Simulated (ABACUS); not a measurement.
Input and output of a self-consistent single point for a model cell of NiGe₂ (I4/mcm, 12 atoms in the cell; prototype structure) (ABACUS).

Method: PBE, numerical atomic orbitals DZP (confined pseudo-atomic orbitals; energy shift 0.01 Ry), PseudoDojo 0.5 standard norm-conserving PBE (tails mended) pseudopotentials run with ABACUS.

```
NiGe2
1.0
    5.58957     0.00000     0.00000
    0.00000     5.58957     0.00000
    0.00000     0.00000     4.49757
Ge Ni
8 4
Direct
  0.15800   0.65800   0.00000
  0.15800   0.34200   0.50000
  0.84200   0.65800   0.50000
  0.84200   0.34200   0.00000
  0.65800   0.15800   0.50000
  0.65800   0.84200   0.00000
  0.34200   0.15800   0.00000
  0.34200   0.84200   0.50000
  0.00000   0.00000   0.25000
  0.00000   0.00000   0.75000
  0.50000   0.50000   0.75000
  0.50000   0.50000   0.25000
```
Starting moments (μB, in the order of the atoms Ge Ge Ge Ge Ge Ge Ge Ge Ni Ni Ni Ni): 0.0 0.0 0.0 0.0 0.0 0.0 0.0 0.0 2.0 2.0 2.0 2.0.

Reference input (self-consistent single point, DFT, PBE, numerical atomic orbitals DZP (confined pseudo-atomic orbitals; energy shift 0.01 Ry), PseudoDojo 0.5 standard norm-conserving PBE (tails mended) pseudopotentials): basis = DZP numerical atomic orbitals, energy shift 0.01 Ry; KPT = Gamma 2 2 3 0 0 0; basis_type = lcao; ecutwfc = 100 Ry; smearing_method = mp; smearing_sigma = 0.00734986 Ry; nspin = 2; potentials = PseudoDojo 0.5 standard norm-conserving PBE (tails mended); symmetry = 1; symmetry_prec = 1e-05; nbands = 114; ks_solver = genelpa. This run's input differs from it in these lines:

```diff
@@ -6,3 +6,3 @@
 orbital_dir          ./
-ecutwfc              100.0
+ecutwfc              20.0
 symmetry             1
```

Log, with long lists cut:

```
 SELF-CONSISTENT
 -------------------------------------------

                  longest orb rcut (Bohr) = 7
   longest nonlocal projector rcut (Bohr) = 1.94
                     search radius (Bohr) = 17.9

                          real space grid = [ 32, 32, 25 ]

                                 init_chg = atomic

 LCAO ALGORITHM --------------- ION=   1  ELEC=   1--------------------------------
          total magnetism (Bohr mag/cell) = 2.2913
       absolute magnetism (Bohr mag/cell) = 2.40296
                        nelec for spin up = 93.1457
                      nelec for spin down = 90.8543

 Density error is 0.0575157598444
   [... lines left out ...]
 E_KohnSham     -2771.3142734837     -37705.6650681080
 E_Fermi        1.5487516274         21.0718469193

 LCAO ALGORITHM --------------- ION=   1  ELEC=  18--------------------------------
          total magnetism (Bohr mag/cell) = 9.86727e-06
       absolute magnetism (Bohr mag/cell) = 5.60901e-05
                        nelec for spin up = 92
                      nelec for spin down = 92

 Density error is 4.75958765037e-07
 E_KohnSham     -2771.3142727715     -37705.6650584193
 E_KS(sigma->0) -2771.3140453523     -37705.6619642218
 E_entropy(-TS) -0.0006822577        -0.0092825927
 E_Fermi        1.5487526461         21.0718607792
 charge density convergence is achieved
 final etot is -37705.665058 eV
 EFERMI = 21.071860779 eV

 STATE ENERGY(eV) AND OCCUPATIONS    NSPIN == 2
SPIN UP :
   [... 111 lines left out ...]

SPIN DOWN :
   [... 111 lines left out ...]

-------------------------------------------------
 Total Magnetism (uB)
-------------------------------------------------
                        Ge1        -0.0000003042
                        Ge2        -0.0000001053
                        Ge3        -0.0000001053
                        Ge4        -0.0000003042
                        Ge5        -0.0000001308
                        Ge6        -0.0000003320
                        Ge7        -0.0000003321
                        Ge8        -0.0000001308
                        Ni1         0.0000027326
                        Ni2         0.0000027355
                        Ni3         0.0000030725
                        Ni4         0.0000030698
-------------------------------------------------

 --------------------------------------------
 !FINAL_ETOT_IS -37705.6650584193193936 eV
 --------------------------------------------
```

The run converged in 18 iterations. Against the reference run the free energy goes down by 1.38 eV/atom.

The cell was set up from a structure prototype or typed lattice constants and was not relaxed beforehand at this level. The atom-centred basis is finite, which shifts total energies against plane waves. The run is spin-polarised and ends with a net moment of 0.00 μB in the cell. Forces and stress are left out: the polarisation orbitals used for some of these elements are too diffuse to give them reliably, and gaps can carry the same lack. This run is one point of a test of settings, so its values need not be converged; read them against the reference run alone. All moments were started parallel; another magnetic order can lie lower. No clean gap shows at this smearing width and mesh (spacing up to 0.56 Å⁻¹); the mesh is coarse for partly filled bands, so the values carry mesh errors.

Cost on one core: very roughly 30 core-seconds.

The atomic orbitals were generated for these runs; they are not ABACUS's published sets and were checked against plane waves on a few crystals only.

“Tails mended”: in these copies of the files the far tail of each local potential was reset to the Coulomb form.
